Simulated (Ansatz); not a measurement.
# TiO2: how strain makes field gradients

```
CELL_PARAMETERS angstrom
-1.89250 1.89250 4.75700
1.89250 -1.89250 4.75700
1.89250 1.89250 -4.75700
ATOMIC_POSITIONS crystal
Ti 0.00000 0.00000 0.00000
Ti 0.75000 0.25000 0.50000
O 0.20660 0.20660 0.00000
O 0.95660 0.45660 0.50000
O 0.54340 0.04340 0.50000
O 0.79340 0.79340 0.00000
```

Atoms are numbered in the order listed.

The cell comes from COD entry 9009086, which wasn't checked; take it as a given geometry.

All numbers below come from DFT, LDA, all-electron PAW with datasets made for the crystal, scalar-relativistic in Ansatz 0.2.0.

The runs use a Γ-centred 13×13×13 k mesh, Fermi–Dirac smearing of 0.08 eV, cutoff 460 eV (chosen by the program for this cell), no spin polarisation.

The strain is applied along the Cartesian axes of the cell as listed (the other components stay zero). Fractional coordinates are held (clamped ions).

The columns are Cartesian components of the electric field gradient at the nuclei, in 10²¹ V/m².

Only quantities that a quadratic follows smoothly over the whole series are listed; rougher ones are left out.

```csv
εzz,Vzz at Ti1,Vzz at O3
-0.0100,-1.05,-1.12
0.0000,-0.05,-0.91
0.0100,0.89,-0.72
0.0300,2.60,-0.36
```

Fit the series and give the gradient–strain slopes.

Least-squares fits y = p0 + p1 x + p2 x² to the rows give Vzz at Ti1: p1 = 97, p2 = -290; Vzz at O3: p1 = 20.1, p2 = -55. The slopes p1 are in 10²¹ V/m² per unit strain, for clamped ions.

One run, at εzz = 0.0200, is withheld. Predict its row.

The fits give 1.77, -0.53; the run gave 1.77, -0.53.
